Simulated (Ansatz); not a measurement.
## How much do the gradients of AlV2C depend on the method?

Cell: a Materials Project structure (computed, not necessarily an observed phase).

Space group P6_3/mmc (No. 194); a = 2.8876, c = 13.1048 Å, γ = 120.00°.

```csv
site,Wyckoff,site symmetry,x,y,z
Al,2c,-6m2,0.3333,0.6667,0.2500
V,4f,3m.,0.3333,0.6667,0.5864
C,2a,-3m.,0.0000,0.0000,0.0000
```

One atom of each set is listed.

First run. All values are calculated (Ansatz; DFT, PBE, plane waves and PAW, scalar-relativistic, collinear spin, 420 eV cutoff, Γ-centred 12×12×3 k-points, Fermi–Dirac smearing 0.05 eV), not measured. Start moments as typed (μB): 1.5 on each V, none on the rest.

| site | V_zz (10²¹ V/m²) | η |
| --- | --- | --- |
| Al | -3.59 | 0.00 |
| V | 1.75 | 0.00 |
| C | 0.097 | 0.00 |

Second run. The same atoms and settings, except that the functional is r2SCAN, the cutoff is 500 eV and the mesh is 13×13×3.

Question: What does the second run give?

Answer: 

| site | V_zz | η | change of V_zz |
| --- | --- | --- | --- |
| Al | -3.44 | 0.00 | +0.15 |
| V | 1.60 | 0.00 | -0.15 |
| C | 0.14 | 0.00 | +0.04 |

The largest change of V_zz is on V, from 1.75 to 1.60. In per cent, |V_zz| changes by -4 on Al (all sites that start above 2).

The start moments die out, and the run ends without spin.
For the second run: The program didn't check the stability of this electronic state in full, so a lower one may lie near. With these PAW files V_zz is typically within 2 to 3 % of all-electron values, but misses above 10 % occur on Al.
